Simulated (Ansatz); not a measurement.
An Ansatz (a program for electronic structure) run. Input:

Ansatz 0.2 input:
```yaml
crystal:
  lattice:
    - [0.0, 2.4822832764, 2.4822832764]
    - [2.4822832764, 0.0, 2.4822832764]
    - [2.4822832764, 2.4822832764, 0.0]
  atoms:
    - { symbol: Li, position: [0.0, 0.0, 0.0] }
    - { symbol: Cl, position: [0.5, 0.5, 0.5] }
kpoints:
  mp_grid: { grid: [10, 10, 10] }
hamiltonian:
  xc: lda
  pseudopotentials: { kind: paw }
scf:
  occupations: { method: fixed }
phonons:
  method: dfpt
  response_accuracy: low
  eigenvectors: true
  rigid_motions: translations
  dielectric: true
  raman: true
```

Output (shortened):

```
zone centre: on kpoints.mp_grid the ground state, and the responses unless they are solved on pairs of k-points, stand on 102 of the mesh's 1000 k-points, …
Pseudopotentials: kind: paw
Pseudopotential: Li, paw, valence charge 3
Pseudopotential: Cl, paw, valence charge 7
Functional definition: SPW92
Crystal: 2 atoms, lattice volume = 30.590 Å³
Basis set: ecut = 420 eV, 609 PW (Γ), exchange–correlation on 48×48×48 points (8 copies of the dense FFT grid, shifted against one another)
Bands: 9, of which v1, the nominal top of the filled ones, is band 5 counted from 1 (4 counted from 0)
Symmetry: 48 space group operations
k-points: 102 of 1000 (irreducible under 8 space group operations, time reversal used)
PAW frozen core: Cl, regenerated for the run's functional, and the local potential with it
Initial wavefunctions: pseudopotential atomic-orbital guess
Eigensolver: davidson
Functional: x = slater, c = lda
SCF iter   1: F=—  HF=-1249.484366 eV  |F-HF|=—  |Δ(HF+E_count)|=         —  Δρ=7.21e-3  dr2=1.15e-2  ethr=1.77e-3  ⟨swp⟩=4.5  Hψ=5497  notcnv=0  defer=181
all-band conjugate gradients solve this SCF's bands
preconditioner: auto → none
SCF iter   2: F=—  HF=-1249.477481 eV  |F-HF|=—  |Δ(HF+E_count)|=   6.89e-3  Δρ=3.15e-3  dr2=1.26e-3  ethr=1.15e-4  ⟨swp⟩=3.0  Hψ=2429  notcnv=0  defer=199
SCF iter   3: F=—  HF=-1249.476463 eV  |F-HF|=—  |Δ(HF+E_count)|=   1.02e-3  Δρ=5.99e-4  dr2=1.26e-4  ethr=1.26e-5  ⟨swp⟩=2.0  Hψ=1631  notcnv=0  defer=199
SCF iter   4: F=—  HF=-1249.476419 eV  |F-HF|=—  |Δ(HF+E_count)|=   4.37e-5  Δρ=9.57e-5  dr2=1.28e-6  ethr=1.26e-6  ⟨swp⟩=2.7  Hψ=1391  notcnv=0  defer=6
SCF iter   5: F=—  HF=-1249.476415 eV  |F-HF|=—  |Δ(HF+E_count)|=   4.07e-6  Δρ=4.70e-6  dr2=3.47e-9  ethr=1.28e-8  ⟨swp⟩=2.4  Hψ=1418  notcnv=0
SCF iter   6: F=-1249.476415 eV  HF=-1249.476415 eV  |F-HF|=3.41e-12  |Δ(HF+E_count)|=  5.09e-10  Δρ=5.27e-7  dr2=2.35e-11  ethr=1.00e-12  ⟨swp⟩=7.1  Hψ=5186  notcnv=0
SCF 1 converged in 6 iterations: F = -1249.476415 eV  dr2 = 2.35e-11
NSCF: frozen V_eff on 2 k-points
DFPT response loops at Γ: preconditioner auto → none (the input reference at scf.mixing.eps_inf says where Resta's filter doesn't serve); β = 0.50 …
── the response to a field inside a basis, on 10×10×10 k-points: an SCF that follows is theirs, and a resumed run solves both again ──
Crystal: 2 atoms, lattice volume = 30.590 Å³
Bands: 6, of which v1, the nominal top of the filled ones, is band 5 counted from 1 (4 counted from 0)
k-points: 110 of 1000 (irreducible under 12 space group operations)
Initial density: handed on by an earlier stage of this run
Initial wavefunctions: pseudopotential atomic-orbital guess (no wavefunctions were taken with the density)
Eigensolver: Dense (110 Hₖ)
SCF iter   1: F=—  HF=-1249.476024 eV  |F-HF|=—  |Δ(HF+E_count)|=         —  Δρ=6.07e-5  dr2=1.50e-7  ethr=1.00e-1
all-band conjugate gradients don't solve this SCF's bands (scf.eigensolver.kind)
preconditioner: auto → none
SCF iter   2: F=—  HF=-1249.476024 eV  |F-HF|=—  |Δ(HF+E_count)|=   1.94e-8  Δρ=3.00e-5  dr2=3.66e-8  ethr=1.50e-9
SCF iter   3: F=—  HF=-1249.476024 eV  |F-HF|=—  |Δ(HF+E_count)|=   8.60e-9  Δρ=9.24e-7  dr2=2.24e-10  ethr=3.66e-10
SCF iter   4: F=-1249.476024 eV  HF=-1249.476024 eV  |F-HF|=4.55e-13  |Δ(HF+E_count)|=  7.28e-11  Δρ=2.32e-7  dr2=5.62e-12  ethr=2.24e-12
SCF 1 converged in 4 iterations: F = -1249.476024 eV  dr2 = 5.62e-12
DFPT response loops at Γ: mixed as the last ones told, above
DFPT response loops at Γ: mixed as the last ones told, above
DFPT response loops at Γ: mixed as the last ones told, above
SCF converged after 6 iterations
Free energy (F): -1249.476415 eV
Harris-Foulkes:  -1249.476415 eV  (|F-HF|=3.41e-12)
Internal energy: -1249.476415 eV  (E = F + TS)
E sigma→0 (E₀):  -1249.476415 eV
Fermi energy:    2.397498 eV
--- Per-component energies (eV) ---
  E_band       = -95.831823
  E_kinetic    = 184.432772
  E_local      = -304.779153  (includes V_loc(G=0)·N_el)
  E_nonlocal   = -2.702810
  E_hartree    = 86.806370
  E_xc         = -117.520739
  E_vxc        = -136.592506  (∫ρ·V_xc dr)
  E_paw        = -643.876411  (= ΣΔE_a)
  E_vpaw       = -9.803009  (= ΣTr[D̂ρ^β])
  E_aug_tail   = 0.000115  (compensation charges beyond the density's cutoff)
  E_ewald      = -452.027051
  E_core_change = 0.190492  (= ΣΔE_core)
  E_smearing   =  0.000000  (= −TS)
  E_closure    = 0.000000  (closes the sum)
  Σ components = -1249.476415   (vs F -1249.476415, Δ=0.00e0)
  [band-id]    e_kinetic+e_local+e_nonlocal+2·e_hartree+e_vxc+e_vpaw+e_augmentation_tail = -95.831851   (vs E_band -95.831823, Δ=-2.75e-5)
--- Band table (eV; the first three rows and the last of 102) ---
  k-point 0: bands = ["-39.9147", "-11.3330", "2.3933", "2.3933", "2.3933", "8.9880", "14.0277", "14.0277", "14.0277"]
  k-point 1: bands = ["-39.9141", "-11.2721", "1.9775", "2.3606", "2.3606", "9.3152", "13.4797", "14.0645", "14.0645"]
  k-point 2: bands = ["-39.9128", "-11.1053", "1.0428", "2.2791", "2.2791", "9.6898", "13.1818", "13.3270", "13.3270"]
  k-point 101: bands = ["-39.9075", "-10.2850", "-0.4845", "0.1520", "1.1212", "11.4619", "12.0318", "13.1093", "13.5766"]
  band table: 9 of 9 bands, residual norms ≤ 1.0e-3 eV
--- Phonons (Γ-DFPT): 2 representative perturbations + reference, on 102 of 1000 k-points (Σ response iterations 6) ---
  k mesh reduced under 8 symmetry operations, with k and −k counted as one. Each operation leaves every solved perturbation unchanged …
  ASR residual: 3.044e-4 → 0.000e0 eV/Å²; symmetrization residual: 2.722e-6 eV/Å²
  ASR residual per site (eV/Å²): 5.32e-5 3.04e-4
  Γ frequencies (cm⁻¹): 0.00 0.00 0.00 228.10 228.10 228.10
  ε∞ (high-frequency dielectric tensor):
        3.183346     0.000000     0.000000
        0.000000     3.183346     0.000000
        0.000000     0.000000     3.183346
  ε⁰ (static dielectric tensor: ions relaxed, cell fixed):
       10.408551     0.000000     0.000000
        0.000000    10.408551     0.000000
        0.000000     0.000000    10.408551
  ε⁰ − ε∞ (ionic part):
        7.225205     0.000000     0.000000
        0.000000     7.225205     0.000000
        0.000000     0.000000     7.225205
  softest optical mode at Γ: 228.10 cm⁻¹; the repairs (sum rule, projections) moved no ω² at Γ by more than (1.72 cm⁻¹)²
  Born effective charges Z* (e; rows j = field, columns β = displacement):
    site 0:
         1.16463    0.00000    0.00000
         0.00000    1.16463    0.00000
         0.00000    0.00000    1.16463
    site 1:
        -1.16463    0.00000    0.00000
         0.00000   -1.16463    0.00000
         0.00000    0.00000   -1.16463
  Z* charge neutrality: 4.239e-6 e pre-enforcement
  k-mesh period / interband length: 35.1 Å / 1.36 Å = 25.76 at k = (0.0000, 0.0000, -0.5000), direct gap 6.793 eV — 14 or more, which is no proof of convergence
  Raman tensors (in the event stream and the table raman_tensors.tsv) …
  optical modes at Γ without the LO–TO term, one row a degenerate level:
      ω (cm⁻¹)  modes    IR ((D/Å)²/amu)  static Raman (Å⁴/amu)  depolarisation
        228.10      3            16.1752                 0.0000               —
  optical modes at Γ + LO–TO along q̂ = [1.0000, 0.0000, 0.0000]:
      ω (cm⁻¹)  modes    IR ((D/Å)²/amu)  static Raman (Å⁴/amu)  depolarisation
        228.10      2            10.7835                 0.0000               —
        412.46      1             5.3917                 0.0000               —
  optical modes at Γ + LO–TO along q̂ = [0.0000, 1.0000, 0.0000]:
      ω (cm⁻¹)  modes    IR ((D/Å)²/amu)  static Raman (Å⁴/amu)  depolarisation
        228.10      2            10.7835                 0.0000               —
        412.46      1             5.3917                 0.0000               —
  optical modes at Γ + LO–TO along q̂ = [0.0000, 0.0000, 1.0000]:
      ω (cm⁻¹)  modes    IR ((D/Å)²/amu)  static Raman (Å⁴/amu)  depolarisation
        228.10      2            10.7835                 0.0000               —
        412.46      1             5.3917                 0.0000               —
```

Cost: around 80 core-seconds (rough) on shared cores.

Space group Fm-3m (rock salt). The LDA relaxation kept the symmetry of its start; phonons on a q-mesh show no instability.

Potentials: the later of the program's two PAW sets.

Ansatz is a plane-wave DFT program.
